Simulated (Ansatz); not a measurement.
# Axial (c/a) deformation path in CdSe

Method: DFT PBE, scalar-relativistic, plane waves, PAW (Ansatz). The runs took a 420 eV cutoff, a Γ-centred 12×12×4 mesh and Gaussian smearing (0.05 eV). No spin polarisation. Energies are free energies at this smearing, counted from the undisturbed cell; pressure is positive in compression.

Zero of the scan (as given, not relaxed at this level; it stands at 3.0 GPa):

```
CELL_PARAMETERS angstrom
4.29850 0.00000 0.00000
-2.14925 3.72261 0.00000
0.00000 0.00000 7.01520
ATOMIC_POSITIONS crystal
Cd 0.66667 0.33333 0.00000
Cd 0.33333 0.66667 0.50000
Se 0.66667 0.33333 0.37500
Se 0.33333 0.66667 0.87500
```

At fixed volume and fractional coordinates, lengths along (0.000, 0.000, 1.000) are scaled against those across it; ρ is that ratio over its starting value.

(ρ, ΔE (meV/atom)): (0.800, 368.3), (0.850, 183.7), (0.920, 45.2), (0.960, 10.9), (1.000, 0.0), (1.050, 11.6), (1.100, 44.1), (1.200, 150.7), (1.300, 290.3)

Cost: 9 runs of about 3.7 core-minutes in all, on Arm Neoverse V1 (shared hosts).